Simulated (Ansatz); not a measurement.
K$_{2}$TeCl$_{6}$:
Space group Fm-3m (No. 225); a = 10.1751 Å, b = 10.1751 Å, c = 10.1751 Å, α = 90.00°, β = 90.00°, γ = 90.00°

```tsv
atom	site	symmetry	x	y	z
K	8c	-43m	0.2500	0.2500	0.2500
Te	4a	m-3m	0.0000	0.0000	0.0000
Cl	24e	4m.m	0.0000	0.0000	0.2500
```
(The calculation used a cell of 9 atoms; values per cell refer to that cell.)

Relaxed with r²SCAN.

Q: Which orbitals make up the states near the band edges in plane-wave PAW r²SCAN (Ansatz code)?

A: Top 1 eV of the valence band: Cl 3p 81 %, Te 5s 18 %. Bottom 1 eV of the conduction band: Te 5p 54 %, Cl 3p 39 %. Projections are on Löwdin-orthogonalised atomic valence shells; empty p or d shells of many metals are not among them.

Q: Tabulate the density of states.

A: States/eV per cell of 9 atoms, in 0.25 eV bins, energy from the valence-band maximum.

```tsv
E (eV)	total	Cl 3p	Te 5p	K 4s
-7.86	0.00	0.00	0.00	0.00
-7.61	0.00	0.00	0.00	0.00
-7.36	0.00	0.00	0.00	0.00
-7.11	0.00	0.00	0.00	0.00
-6.86	0.00	0.00	0.00	0.00
-6.61	0.00	0.00	0.00	0.00
-6.36	0.00	0.00	0.00	0.00
-6.11	0.00	0.00	0.00	0.00
-5.86	0.00	0.00	0.00	0.00
-5.61	0.00	0.00	0.00	0.00
-5.36	0.39	0.25	0.12	0.00
-5.11	7.31	4.65	2.32	0.00
-4.86	13.54	8.08	4.65	0.00
-4.61	2.77	1.59	0.99	0.00
-4.36	0.00	0.00	0.00	0.00
-4.11	0.00	0.00	0.00	0.00
-3.86	0.00	0.00	0.00	0.00
-3.61	0.00	0.00	0.00	0.00
-3.36	0.00	0.00	0.00	0.00
-3.11	6.95	6.49	0.00	0.35
-2.86	14.17	13.63	0.04	0.25
-2.61	10.58	10.24	0.03	0.12
-2.36	10.80	10.45	0.03	0.15
-2.11	18.18	17.78	0.04	0.09
-1.86	16.18	15.95	0.03	0.03
-1.61	19.64	19.40	0.05	0.01
-1.36	11.36	11.28	0.01	0.00
-1.11	4.15	4.13	0.00	0.00
-0.86	0.32	0.26	0.00	0.00
-0.61	0.80	0.65	0.01	0.00
-0.36	2.23	1.80	0.01	0.00
-0.11	4.63	3.76	0.01	0.00
0.14	0.00	0.00	0.00	0.00
0.39	0.00	0.00	0.00	0.00
0.64	0.00	0.00	0.00	0.00
0.89	0.00	0.00	0.00	0.00
1.14	0.00	0.00	0.00	0.00
1.39	0.00	0.00	0.00	0.00
1.64	0.00	0.00	0.00	0.00
1.89	0.00	0.00	0.00	0.00
2.14	0.00	0.00	0.00	0.00
2.39	0.00	0.00	0.00	0.00
2.64	0.04	0.01	0.02	0.00
2.89	2.02	0.71	1.12	0.00
3.14	4.67	1.73	2.54	0.00
3.39	5.09	1.99	2.73	0.00
3.64	11.21	4.57	5.93	0.02
3.89	0.98	0.41	0.51	0.00
4.14	0.00	0.00	0.00	0.00
4.39	0.00	0.00	0.00	0.00
4.64	0.00	0.00	0.00	0.00
4.89	0.00	0.00	0.00	0.00
5.14	0.19	0.00	0.00	0.15
5.39	0.42	0.01	0.00	0.31
5.64	0.60	0.02	0.00	0.46
5.89	0.80	0.04	0.00	0.61
6.14	1.04	0.06	0.00	0.78
6.39	1.63	0.09	0.00	1.21
6.64	2.39	0.12	0.00	1.66
6.89	4.98	0.21	0.00	2.68
7.14	6.32	0.21	0.01	2.40
7.39	5.62	0.06	0.01	0.53
```

The workflow started from a Materials Project entry (that database holds measured and hypothetical structures alike); the Crystallography Open Database copy checked does not list it. COD files the formula under space group No. 139, so this cell is another polymorph or a model. Its standing as an ambient phase is unchecked. The r²SCAN relaxation kept the symmetry of its start; whether a distortion lowers the energy is not shown. Scalar-relativistic: spin–orbit coupling is off unless named, which matters more the heavier the elements.

Potentials: the later of the program's two PAW sets.
